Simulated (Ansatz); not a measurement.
LiNbO$_{3}$:
```xyz
10
Lattice="2.5976 1.4997 4.7265 -2.5976 1.4997 4.7265 0.0000 -2.9994 4.7265" Properties=species:S:1:pos:R:3 pbc="T T T"
Li     0.0000     0.0000     5.0587
Li     0.0000     0.0000     9.1209
Nb     0.0000     0.0000     2.0477
Nb     0.0000     0.0000    12.1319
O     -0.8973    -1.7052     8.1944
O      0.8973     1.7052     5.9852
O     -1.0281     1.6297     8.1944
O      1.0281    -1.6297     5.9852
O      1.9254     0.0755     8.1944
O     -1.9254    -0.0755     5.9852
```

PBEsol in the plane-wave PAW code Ansatz gives a gap of 3.97 eV without spin–orbit coupling, maximum off the standard path, at k = (0.266, -0.219, 0.307), minimum off the standard path, at k = (0.219, 0.229, -0.260).

What happens when spin–orbit coupling is switched on?

The gap hardly moves, to 3.97 eV; maximum off the standard path, at k = (0.266, -0.219, 0.307), minimum off the standard path, at k = (0.219, 0.229, -0.260).

Give the electron effective mass with spin–orbit coupling.

1.1, 3.1, 15 mₑ (principal values).

Give the hole effective mass with spin–orbit coupling.

0.98, 2.1, 3.9 mₑ (principal values).

Space group R-3. The first step of the workflow began from a Materials Project structure, measured or hypothetical; the Crystallography Open Database files this formula in space group No. 148, but the cells were not matched. It is not the phase usual at ambient conditions (space group No. 161). The cell was relaxed with PBEsol under the symmetry of its start; its stability against distortions is not shown here. No spin polarisation was allowed.

Potentials: the earlier of the program's two PAW sets.
